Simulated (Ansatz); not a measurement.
An Ansatz (a first-principles code) run. Input:

Ansatz 0.2 input:
```yaml
crystal:
  lattice:
    - [0.0, 2.3505347774, 2.3505347774]
    - [2.3505347774, 0.0, 2.3505347774]
    - [2.3505347774, 2.3505347774, 0.0]
  atoms:
    - { symbol: Na, position: [0.0, 0.0, 0.0] }
    - { symbol: F, position: [0.5, 0.5, 0.5] }
kpoints:
  mp_grid: { grid: [10, 10, 10] }
hamiltonian:
  xc: pbe
  pseudopotentials: { kind: paw }
scf:
  occupations: { method: fixed }
phonons:
  method: dfpt
  response_accuracy: low
  eigenvectors: true
  rigid_motions: translations
  dielectric: true
  raman: true
```

Output (shortened):

```
Pseudopotential: Na, paw, valence charge 9
Pseudopotential: F, paw, valence charge 7
Functional definition: PBE
Crystal: 2 atoms, lattice volume = 25.973 Å³
Basis set: ecut = 420 eV, 531 PW (Γ), exchange–correlation on 48×48×48 points (8 copies of the dense FFT grid, shifted against one another)
Bands: 12, of which v1, the nominal top of the filled ones, is band 8 counted from 1 (7 counted from 0)
Symmetry: 48 space group operations
k-points: 102 of 1000 (irreducible under 8 space group operations, time reversal used)
SCF iter   1: F=—  HF=-2297.431614 eV  |F-HF|=—  |Δ(HF+E_count)|=         —  Δρ=7.26e-4  dr2=9.47e-5  ethr=1.77e-3  ⟨swp⟩=4.7  Hψ=5949  notcnv=0  defer=191
preconditioner: auto → none
SCF iter   2: F=—  HF=-2297.431230 eV  |F-HF|=—  |Δ(HF+E_count)|=   3.85e-4  Δρ=9.97e-4  dr2=1.48e-4  ethr=5.92e-7  ⟨swp⟩=2.3  Hψ=3131  notcnv=0  defer=202
SCF iter   3: F=—  HF=-2297.431203 eV  |F-HF|=—  |Δ(HF+E_count)|=   2.67e-5  Δρ=3.16e-4  dr2=1.26e-5  ethr=5.92e-7  ⟨swp⟩=2.0  Hψ=1549  notcnv=0  defer=181
SCF iter   4: F=—  HF=-2297.431219 eV  |F-HF|=—  |Δ(HF+E_count)|=   1.60e-5  Δρ=5.48e-5  dr2=5.11e-7  ethr=7.85e-8  ⟨swp⟩=2.0  Hψ=1532  notcnv=0  defer=88
SCF iter   5: F=—  HF=-2297.431219 eV  |F-HF|=—  |Δ(HF+E_count)|=   8.70e-8  Δρ=4.86e-5  dr2=4.44e-7  ethr=3.19e-9  ⟨swp⟩=2.0  Hψ=1803  notcnv=0
SCF iter   6: F=—  HF=-2297.431219 eV  |F-HF|=—  |Δ(HF+E_count)|=   9.12e-8  Δρ=2.54e-5  dr2=1.21e-7  ethr=2.78e-9  ⟨swp⟩=1.0  Hψ=1224  notcnv=0
SCF iter   7: F=—  HF=-2297.431219 eV  |F-HF|=—  |Δ(HF+E_count)|=   3.45e-8  Δρ=1.38e-6  dr2=2.56e-10  ethr=7.58e-10  ⟨swp⟩=2.0  Hψ=1532  notcnv=0
SCF iter   8: F=-2297.431219 eV  HF=-2297.431219 eV  |F-HF|=2.82e-11  |Δ(HF+E_count)|=  1.09e-11  Δρ=4.27e-7  dr2=3.07e-11  ethr=1.00e-12  ⟨swp⟩=6.8  Hψ=6267  notcnv=0
SCF 1 converged in 8 iterations: F = -2297.431219 eV  dr2 = 3.07e-11
NSCF: frozen V_eff on 2 k-points
DFPT response loops at Γ: preconditioner auto → none (the input reference at scf.mixing.eps_inf says where Resta's filter doesn't serve); β = 0.50 …
── the response to a field inside a basis, on 10×10×10 k-points: an SCF that follows is theirs, and a resumed run solves both again ──
Crystal: 2 atoms, lattice volume = 25.973 Å³
Bands: 9, of which v1, the nominal top of the filled ones, is band 8 counted from 1 (7 counted from 0)
k-points: 110 of 1000 (irreducible under 12 space group operations)
SCF iter   1: F=—  HF=-2297.432718 eV  |F-HF|=—  |Δ(HF+E_count)|=         —  Δρ=5.89e-4  dr2=1.42e-5  ethr=1.00e-1
preconditioner: auto → none
SCF iter   2: F=—  HF=-2297.432723 eV  |F-HF|=—  |Δ(HF+E_count)|=   4.68e-6  Δρ=2.37e-4  dr2=5.02e-6  ethr=8.89e-8
SCF iter   3: F=—  HF=-2297.432725 eV  |F-HF|=—  |Δ(HF+E_count)|=   1.78e-6  Δρ=1.37e-4  dr2=9.62e-7  ethr=3.13e-8
SCF iter   4: F=—  HF=-2297.432725 eV  |F-HF|=—  |Δ(HF+E_count)|=   4.94e-7  Δρ=9.93e-6  dr2=8.75e-9  ethr=6.01e-9
SCF iter   5: F=—  HF=-2297.432725 eV  |F-HF|=—  |Δ(HF+E_count)|=   1.68e-8  Δρ=1.58e-6  dr2=3.11e-10  ethr=5.47e-11
SCF iter   6: F=-2297.432725 eV  HF=-2297.432725 eV  |F-HF|=5.91e-12  |Δ(HF+E_count)|=  2.47e-10  Δρ=1.10e-7  dr2=1.70e-12  ethr=1.94e-12
SCF 1 converged in 6 iterations: F = -2297.432725 eV  dr2 = 1.70e-12
DFPT response loops at Γ: mixed as the last ones told, above
DFPT response loops at Γ: mixed as the last ones told, above
DFPT response loops at Γ: mixed as the last ones told, above
SCF converged after 8 iterations
Free energy (F): -2297.431219 eV
Harris-Foulkes:  -2297.431219 eV  (|F-HF|=2.82e-11)
Internal energy: -2297.431219 eV  (E = F + TS)
E sigma→0 (E₀):  -2297.431219 eV
Fermi energy:    0.708272 eV
--- Per-component energies (eV) ---
  E_band       = -239.137702
  E_kinetic    = 328.792525
  E_local      = -1719.198107  (includes V_loc(G=0)·N_el)
  E_nonlocal   = 188.591341
  E_hartree    = 611.175316
  E_xc         = -120.077904
  E_vxc        = -154.012680  (∫ρ·V_xc dr)
  E_paw        = -463.587699  (= ΣΔE_a)
  E_vpaw       = -105.663687  (= ΣTr[D̂ρ^β])
  E_aug_tail   = 0.002104  (compensation charges beyond the density's cutoff)
  E_ewald      = -1123.128795
  E_smearing   =  0.000000  (= −TS)
  E_closure    = 0.000000  (closes the sum)
  Σ components = -2297.431219   (vs F -2297.431219, Δ=0.00e0)
  [band-id]    e_kinetic+e_local+e_nonlocal+2·e_hartree+e_vxc+e_vpaw+e_augmentation_tail = -239.137873   (vs E_band -239.137702, Δ=-1.71e-4)
--- Band table (eV; the first three rows and the last of 102) ---
  k-point 0: bands = ["-46.4963", "-18.3844", "-18.3663", "-18.3663", "-18.3663", "0.7083", "0.7083", "0.7083", "6.7960", "19.3867", "19.3867", "19.3867"]
  k-point 1: bands = ["-46.4953", "-18.5992", "-18.3673", "-18.3673", "-18.1405", "0.5235", "0.6857", "0.6857", "7.1420", "18.1229", "19.5300", "19.5300"]
  k-point 2: bands = ["-46.4926", "-18.7923", "-18.3700", "-18.3700", "-17.9187", "0.0988", "0.6272", "0.6272", "8.0378", "16.3767", "19.8838", "19.8838"]
  k-point 101: bands = ["-46.4823", "-18.6931", "-18.4602", "-18.4373", "-17.8609", "-0.2391", "0.0138", "0.1893", "13.5999", "13.7053", "15.1792", "17.4500"]
--- Phonons (Γ-DFPT): 2 representative perturbations + reference, on 102 of 1000 k-points (Σ response iterations 6) ---
  ASR residual: 4.355e-4 → 0.000e0 eV/Å²; symmetrization residual: 2.186e-5 eV/Å²
  ASR residual per site (eV/Å²): 1.95e-4 4.36e-4
  Γ frequencies (cm⁻¹): 0.00 0.00 0.00 223.82 223.82 223.82
  ε∞ (high-frequency dielectric tensor):
        1.862883     0.000000     0.000000
        0.000000     1.862883     0.000000
        0.000000     0.000000     1.862883
  ε⁰ (static dielectric tensor: ions relaxed, cell fixed):
        5.635309     0.000000     0.000000
        0.000000     5.635309     0.000000
        0.000000     0.000000     5.635309
  ε⁰ − ε∞ (ionic part):
        3.772426     0.000000     0.000000
        0.000000     3.772426     0.000000
        0.000000     0.000000     3.772426
  softest optical mode at Γ: 223.82 cm⁻¹; the repairs (sum rule, projections) moved no ω² at Γ by more than (2.85 cm⁻¹)²
  Born effective charges Z* (e; rows j = field, columns β = displacement):
    site 0:
         1.01863    0.00000    0.00000
         0.00000    1.01863    0.00000
         0.00000    0.00000    1.01863
    site 1:
        -1.01863    0.00000    0.00000
         0.00000   -1.01863    0.00000
         0.00000    0.00000   -1.01863
  Z* charge neutrality: 3.458e-7 e pre-enforcement
  k-mesh period / interband length: 33.2 Å / 0.88 Å = 37.92 at k = (0.0000, 0.0000, 0.0000), direct gap 6.088 eV — 14 or more, which is no proof of convergence
  Raman tensors (in the event stream and the table raman_tensors.tsv) …
  optical modes at Γ without the LO–TO term, one row a degenerate level:
      ω (cm⁻¹)  modes    IR ((D/Å)²/amu)  static Raman (Å⁴/amu)  depolarisation
        223.82      3             6.9039                 0.0000               —
  optical modes at Γ + LO–TO along q̂ = [1.0000, 0.0000, 0.0000]:
      ω (cm⁻¹)  modes    IR ((D/Å)²/amu)  static Raman (Å⁴/amu)  depolarisation
        223.82      2             4.6026                 0.0000               —
        389.28      1             2.3013                 0.0000               —
  optical modes at Γ + LO–TO along q̂ = [0.0000, 1.0000, 0.0000]:
      ω (cm⁻¹)  modes    IR ((D/Å)²/amu)  static Raman (Å⁴/amu)  depolarisation
        223.82      2             4.6026                 0.0000               —
        389.28      1             2.3013                 0.0000               —
  optical modes at Γ + LO–TO along q̂ = [0.0000, 0.0000, 1.0000]:
      ω (cm⁻¹)  modes    IR ((D/Å)²/amu)  static Raman (Å⁴/amu)  depolarisation
        223.82      2             4.6026                 0.0000               —
        389.28      1             2.3013                 0.0000               —
```

Cost: around 120 core-seconds (rough) on shared cores.

Space group Fm-3m (rock salt). The cell was relaxed with PBE under the symmetry of its start; phonons on a q-mesh show no instability.

Potentials: the later of the program's two PAW sets.

Ansatz is a plane-wave DFT program.
